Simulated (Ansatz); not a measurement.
# Pressure against volume: AlNi

Space group Pm-3m (No. 221). a = 2.881 Å, b = 2.881 Å, c = 2.881 Å, α = 90.00°, β = 90.00°, γ = 90.00°
```tsv
atom	site	symmetry	x	y	z
Al	1a	m-3m	0.0000	0.0000	0.0000
Ni	1b	m-3m	0.5000	0.5000	0.5000
```

The runs use the primitive cell with vectors (2.881, 0.000, 0.000), (0.000, 2.881, 0.000), (0.000, 0.000, 2.881) Å, to which the k mesh refers.

The structure is cubic, space group Pm-3m (No. 221). Conventional cell: a = 2.881 Å, b = 2.881 Å, c = 2.881 Å, α = 90.00°, β = 90.00°, γ = 90.00°. Al (site symmetry m-3m) is surrounded by 8 Ni at 2.50 Å. Ni (site symmetry m-3m) is surrounded by 8 Al at 2.50 Å.

The geometry is COD entry 9008802, unchecked; take it as a test cell.

Methods: DFT, PBEsol, all-electron LAPW, scalar-relativistic (Ansatz 0.2.0); DFT, PBEsol, PAW with Ansatz's default frozen-core files, scalar-relativistic (Ansatz 0.2.0).

For LAPW: a Γ-centred 13×13×13 k mesh, Fermi–Dirac smearing of 0.05 eV, basis error target 0.5 meV/atom, spin-polarised from start moments Ni2 1.5 μB (the moments died away, and the run ended non-magnetic). PAW takes a cutoff of 420 eV at this cell (files made with PBE, cores remade for this functional). The Ansatz runs share mesh, smearing and spin set-up. Plane-wave (PAW) pressures include the program's estimate of the Pulay term.

The cell above is scaled evenly, with fractional coordinates and shape held.

(1) Estimate the equilibrium volume and bulk modulus that all-electron LAPW gives for this fixed shape.

## Answers

(1) V0 = 11.71 Å³/atom, B0 = 173 GPa, B0′ = 4.4, from a third-order Birch–Murnaghan fit to these pressures:
```
V/V(cell)  V (Å³/atom)  P, LAPW (GPa)  P, PAW (GPa)  free energy over the lowest listed, PAW (meV/atom)
   0.9400       11.239           7.86          7.95                                                11.4
   0.9405       11.245           7.75          7.84                                                11.2
   0.9600       11.478           3.70          3.77                                                 2.8
   0.9800       11.717          -0.04          0.02                                                 0.0
   0.9900       11.837          -1.76         -1.71                                                 0.6
   1.0000       11.956          -3.39         -3.34                                                 2.5
   1.0100       12.076          -4.93         -4.89                                                 5.6
   1.0200       12.196          -6.39         -6.36                                                 9.8
   1.0400       12.435          -9.08         -9.06                                                21.4
   1.0600       12.674         -11.49        -11.48                                                36.7
```
